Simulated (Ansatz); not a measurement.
La2O3 (A-La2O3 type, space group P-3m1)

```
CELL_PARAMETERS angstrom
      3.94027     0.00000     0.00000
     -1.97014     3.41238     0.00000
      0.00000     0.00000     6.18799
ATOMIC_POSITIONS crystal
  La 0.33333 0.66667 0.24739
  La 0.66667 0.33333 0.75261
  O  0.00000 0.00000 0.00000
  O  0.33333 0.66667 0.64528
  O  0.66667 0.33333 0.35472
```

Equation-of-state scan: isotropic scaling of the cell above, V₀ being its volume. The atoms relax within the cell's symmetry.

Calculation: PBE (plane waves to 420 eV, PAW, scalar-relativistic; Ansatz, a first-principles code). k mesh 10×10×6 (Γ-centred), Fermi-Dirac smearing 0.05 eV. E stands for the smeared free energy. Stress and pressure are positive under compression. With the shape held, the modulus is that of even scaling; a crystal free to change shape is softer. La2O3 is run without spin polarisation. La2O3 was relaxed with its symmetry unable to fall. ΔE is measured from the relaxed starting cell.

```tsv
V (Å³/atom)	ΔE (meV/atom)
13.978	215.2
14.644	111.6
15.309	45.9
15.975	10.6
16.640	0.0
17.306	withheld
17.972	34.1
18.637	71.8
19.303	119.4
```

Q: Fit a third-order Birch-Murnaghan form (E₀, V₀, B₀, B₀′ free) to the given rows and predict ΔE at V = 17.306.

A: Least squares on the 8 given rows: ΔE = E₀ + (9V₀B₀/16)·y²·[2 + (B₀′ − 4)y], y = (V₀/V)^(2/3) − 1, with V₀ = 16.643 Å³/atom, B₀ = 117.8 GPa (160.2 GPa = 1 eV/Å³; the term in eV is multiplied by 1000), B₀′ = 4.43, E₀ = 0.11 meV/atom; root-mean-square residual 0.13 meV/atom. At 17.306 the fit gives 9.2 meV/atom; the calculation gives 9.1 meV/atom, so the interpolation is off by 0.1 (+1.1 %). For the pressure the fit gives -4.2 GPa against the computed -4.3 GPa.

(A scan under strain: stresses follow from slopes of the energy per volume, elastic moduli from its curvatures.)
